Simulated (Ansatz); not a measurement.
Input and command of a plane-wave DFT calculation in Ansatz:

```yaml
crystal:
  lattice:
    - [2.9858669047, 0.0, 0.0]
    - [-1.4929334524, 2.5858365918, 0.0]
    - [0.0, 0.0, 7.6001969328]
  atoms:
    - { symbol: Al, position: [0.0, 0.0, 0.2809100474] }
    - { symbol: Al, position: [0.0, 0.0, 0.7190899526] }
    - { symbol: O, position: [0.3333333333, 0.6666666667, 0.2045247409] }
    - { symbol: O, position: [0.6666666667, 0.3333333333, 0.7954752591] }
    - { symbol: O, position: [0.0, 0.0, 0.5] }
basis:
  ecutwfc: 500
kpoints:
  mp_grid: { grid: [12, 12, 4] }
hamiltonian:
  xc: r2scan
scf:
  occupations: { method: gaussian, width: 0.05 }
output:
  forces: true
  stress: true
  eigenvalues: true
```

```bash
ansatz run input.yaml --threads 2 --pin off --max-ram 5120MiB --backend cpu --events-out ev --progress --plain --runs-dir out
```

Processor: Arm Neoverse V2, 2 threads, on a host shared with other jobs.

Problem. How long does it run, and how much memory does it take?

Solution. About 4 s on 2 threads of Arm Neoverse V2, on a shared host, peak memory 0.5 GiB. It solves 17 bands at 69 k points (the mesh reduced by symmetry) with about 1515 plane waves, in 8 SCF iterations.
